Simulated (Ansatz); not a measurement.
According to plane-wave PAW PBE (Ansatz code), Al₃GaN₄ in the trigonal phase (P3m1; Pearson symbol hP8) relaxes to a = 3.151 Å, c = 10.162 Å. Ga has 4 nearest neighbours from 1.94 Å (tetrahedral); N on 1b has 4 nearest neighbours from 1.91 Å (tetrahedral); Al on 1c has 4 nearest neighbours from 1.91 Å (tetrahedral); N on 1c has 4 nearest neighbours from 1.91 Å (tetrahedral). Against the elements it lies at -1.12 eV/atom, with no fitted shifts.

It is gapped at this level: 3.17 eV (direct). The valence maximum lies at Γ and the conduction minimum at Γ. Gap from PBE with spin–orbit coupling: 3.16 eV. Electrons at the band edge weigh 0.26 mₑ (isotropic).

The bulk modulus is 188 GPa.

The start of the workflow was typed in or built on a structure type; neither database checked (COD, Materials Project) lists it. Its standing as an ambient phase is unchecked. Symmetry was held in the PBE relaxation; its stability against distortions is not shown here. The references are the lowest solids computed at this level, not always the standard phases (solids in place of the gases). Spin–orbit coupling is left out wherever it is not named.

Potentials: the earlier of the program's two PAW sets.
